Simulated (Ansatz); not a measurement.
# Density of states of Ga

```
Ga
1.0
    -1.40400    1.40400    2.22900
     1.40400   -1.40400    2.22900
     1.40400    1.40400   -2.22900
Ga
1
Direct
  0.00000 0.00000 0.00000
```

The cell is COD entry 9012723, as deposited and not checked against the literature; nothing was relaxed.

These are results of Ansatz 0.2.0, DFT, PBEsol, all-electron LAPW, scalar-relativistic, not measurements.

Settings: a Γ-centred 16×16×16 k mesh, Fermi–Dirac smearing of 0.03 eV, basis error target 1 meV/atom, no spin polarisation.

States per eV and cell, averaged over 0.4 eV, from -5.8 to 3.6 eV, with energies (bin centres) from the Fermi level; empty bins are left out. 

```csv
E (eV),total
-5.7,0.28
-5.3,0.32
-4.9,0.33
-4.5,0.30
-4.1,0.28
-3.7,0.31
-3.3,0.32
-2.9,0.32
-2.5,0.33
-2.1,0.34
-1.7,0.35
-1.3,0.34
-0.9,0.42
-0.5,0.41
-0.1,0.36
0.3,0.35
0.7,0.40
1.1,0.42
1.5,0.40
1.9,0.42
2.3,0.43
2.7,0.45
3.1,0.45
3.5,0.47
```
